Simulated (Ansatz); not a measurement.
ScPd$_{3}$:
```yaml
crystal:
  lattice:
    - [-2.01493, 2.01493, 3.92579]
    - [2.01493, -2.01493, 3.92579]
    - [2.01493, 2.01493, -3.92579]
  atoms:
    - { symbol: Pd, position: [0.50000, 0.50000, 0.00000] }
    - { symbol: Pd, position: [0.75000, 0.25000, 0.50000] }
    - { symbol: Pd, position: [0.25000, 0.75000, 0.50000] }
    - { symbol: Sc, position: [0.00000, 0.00000, 0.00000] }
```

Relaxed with r²SCAN. Special points in fractions of this cell's reciprocal vectors: Γ (0.000, 0.000, 0.000); X (0.000, 0.000, 0.500); P (0.250, 0.250, 0.250); N (0.000, 0.500, 0.000); M (0.500, 0.500, -0.500); S (0.316, 0.684, -0.316); S0 (-0.316, 0.316, 0.316); R (-0.132, 0.132, 0.500); G (0.500, 0.500, -0.132).

**Question.** List the band energies nearest the Fermi level at these points for r²SCAN (plane waves, PAW; program Ansatz).

**Answer.** In eV from the Fermi level; about four levels below and three above (degenerate sets whole), none deeper than 8.9 eV; points with the same levels are listed once.

| k | below | above |
|---|---|---|
| Γ | -1.69 -1.38 -1.07 -0.07 | 2.41 2.57 2.57 2.57 |
| X | -1.62 -1.07 -1.06 -0.64 | 1.04 1.08 1.93 |
| P | -1.49 -1.49 -0.86 -0.85 -0.03 | 1.72 1.72 2.35 2.35 |
| N | -1.63 -1.56 -0.64 -0.01 | 0.75 1.83 2.83 |
| M | -0.81 -0.81 -0.62 -0.07 | 2.80 3.23 3.23 |
| S | -1.54 -0.92 -0.85 -0.25 | 0.17 1.99 2.98 |
| R | -1.32 -1.02 -0.98 -0.50 | 0.12 0.31 1.94 |

Space group I4/mmm. The cell is a constructed one: a structure type filled with these elements; neither database checked (COD, Materials Project) lists it. COD files the formula under space group No. 221, so this cell is another polymorph or a model. Whether it is the stable phase at ambient conditions was not checked. The cell was relaxed with r²SCAN under the symmetry of its start; whether a distortion lowers the energy is not shown. No spin polarisation was allowed. Spin–orbit coupling is left out wherever it is not named.

Potentials: the earlier of the program's two PAW sets.
